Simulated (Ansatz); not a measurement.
# Sn$_{2}$Sb$_{2}$Te: computed properties

These are results of DFT PBE, scalar-relativistic, plane waves, PAW (Ansatz 0.2.0), not measurements.

Cutoff 420 eV; k points 12×12×4 on the computed 5-atom cell (Γ-centred); Gaussian smearing, width 0.10 eV; no spin polarisation.

The structure is relaxed at this level of theory with its symmetry kept, and needn't be the ground state of this composition.

```cif
data_structure
_symmetry_space_group_name_H-M 'P 1'
_symmetry_Int_Tables_number 1
_cell_length_a 5.2409
_cell_length_b 5.2409
_cell_length_c 8.9148
_cell_angle_alpha 90.000
_cell_angle_beta 90.000
_cell_angle_gamma 120.000
_cell_volume 212.06
loop_
_atom_site_label
_atom_site_type_symbol
_atom_site_fract_x
_atom_site_fract_y
_atom_site_fract_z
_atom_site_occupancy
Sn1 Sn 0.00000 0.00000 0.68686 1
Sn2 Sn 0.00000 0.00000 0.31314 1
Sb1 Sb 0.33333 0.66667 0.50000 1
Sb2 Sb 0.66667 0.33333 0.50000 1
Te1 Te 0.00000 0.00000 0.00000 1
```

(1) Formation energy from the elements' standard states (uncorrected)?

(2) Kohn–Sham band gap?

(3) Density of states at the Fermi level?

(4) Orbital (Löwdin) character within 0.5 eV of the Fermi level?

(5) Bader charge by site (e)?

Spin-orbit coupling is left out, which matters for the bands of heavy elements.

Results:

(1) +0.304 eV/atom.

(2) none (metal).

(3) 3.9 states/eV per cell.

(4) Sb 5p 44 %, Te 5p 24 %, Sn 5p 21 %.

(5) Sn (2 in the cell) 0.41, Sb (2 in the cell) -0.16, Te (1 in the cell) -0.51.

Another cell of Sn2Sb2Te relaxed alike, in Fmm2, lies 275 meV/atom lower, so this cell isn't the stable form at this level.

The cell was found from a structure generator's guess, not taken from experiment. Löwdin shares on free-atom orbitals overweight diffuse shells.
